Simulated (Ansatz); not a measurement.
Input and command of a plane-wave DFT calculation in Ansatz:

```yaml
crystal:
  lattice:
    - [4.432465, 0.0, 0.0]
    - [0.0, 4.432465, 0.0]
    - [0.0, 0.0, 4.432465]
  atoms:
    - { symbol: Ga, position: [0.0, 0.5, 0.5] }
    - { symbol: Ga, position: [0.5, 0.0, 0.5] }
    - { symbol: Ga, position: [0.5, 0.5, 0.0] }
    - { symbol: Se, position: [0.0, 0.0, 0.0] }
basis:
  ecutwfc: 420
kpoints:
  mp_grid: { grid: [6, 6, 6] }
hamiltonian:
  xc: hse06
scf:
  occupations: { method: gaussian, width: 0.1 }
output:
  forces: true
  stress: true
  eigenvalues: true
```

```bash
ansatz run input.yaml --threads 1 --pin off --max-ram 2560MiB --backend cpu --events-out ev --progress --plain --runs-dir out
```

Processor: Intel(R) Xeon(R) Processor @ 2.50GHz (Skylake/Cascade Lake), 1 thread, on a host shared with other jobs.

Question: Estimate time, memory and problem size.

Answer: About 6.2 min on 1 thread of Intel(R) Xeon(R) Processor @ 2.50GHz (Skylake/Cascade Lake), on a shared host, peak memory 2 GiB. It solves 33 bands at 20 k points (the mesh reduced by the symmetry that the task leaves, which can be less than the crystal's) with about 1743 plane waves, in 19 SCF iterations.
